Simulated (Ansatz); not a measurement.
Relaxed BP (zinc blende):

```
CELL_PARAMETERS angstrom
      0.00000     4.54847     4.54847
      2.27424     2.27424     4.54847
      2.27424     2.27424     0.00000
ATOMIC_POSITIONS crystal
  P  0.00000 0.75000 0.75000
  P  0.50000 0.75000 0.75000
  B  0.00000 0.00000 0.00000
  B  0.50000 0.00000 0.00000
```

The atoms are displaced by Q × the pattern below (from a DFPT mode at X = (0.5, 0.5, 0.0), largest move 1; Q in Å), at fixed cell. (q is in reciprocal vectors of the primitive cell; the cell shown is doubled to hold the pattern.)

| atom | x | y | z |
|---|---|---|---|
| P1 | 0.000 | 0.000 | 1.000 |
| P2 | 0.000 | 0.000 | -1.000 |

Atoms not listed stay in place.

These are PBE (plane waves to 420 eV, PAW, scalar-relativistic; Ansatz, a first-principles code) values and carry that method's errors. k mesh 12×12×12 (Γ-centred), Fermi-Dirac smearing 0.05 eV. BP was relaxed with its symmetry unable to fall. 

```json
[
 {"Q (Å)": "-0.180", "−dE/dQ from forces (eV/Å)": "10.913"},
 {"Q (Å)": "-0.150", "−dE/dQ from forces (eV/Å)": "9.205"},
 {"Q (Å)": "-0.120", "−dE/dQ from forces (eV/Å)": "7.430"},
 {"Q (Å)": "-0.090", "−dE/dQ from forces (eV/Å)": "5.608"},
 {"Q (Å)": "-0.060", "−dE/dQ from forces (eV/Å)": "3.755"},
 {"Q (Å)": "-0.030", "−dE/dQ from forces (eV/Å)": "1.882"},
 {"Q (Å)": "0.000", "−dE/dQ from forces (eV/Å)": "0.000"},
 {"Q (Å)": "0.030", "−dE/dQ from forces (eV/Å)": "-1.882"},
 {"Q (Å)": "0.060", "−dE/dQ from forces (eV/Å)": "-3.755"},
 {"Q (Å)": "0.090", "−dE/dQ from forces (eV/Å)": "-5.608"},
 {"Q (Å)": "0.120", "−dE/dQ from forces (eV/Å)": "-7.430"},
 {"Q (Å)": "0.150", "−dE/dQ from forces (eV/Å)": "-9.205"},
 {"Q (Å)": "0.180", "−dE/dQ from forces (eV/Å)": "-10.913"}
]
```

### Question
What harmonic wavenumber does the curvature at Q = 0 give?

### Answer
525 cm⁻¹. E″ = 62.80 eV/Å², M = Σ mᵢ|uᵢ|² = 61.9 u, ν̃ = 521.5·√(|E″|/M).

(A displaced cell: forces are minus the slopes of the energy, force constants its curvatures, and phonons follow from these.)
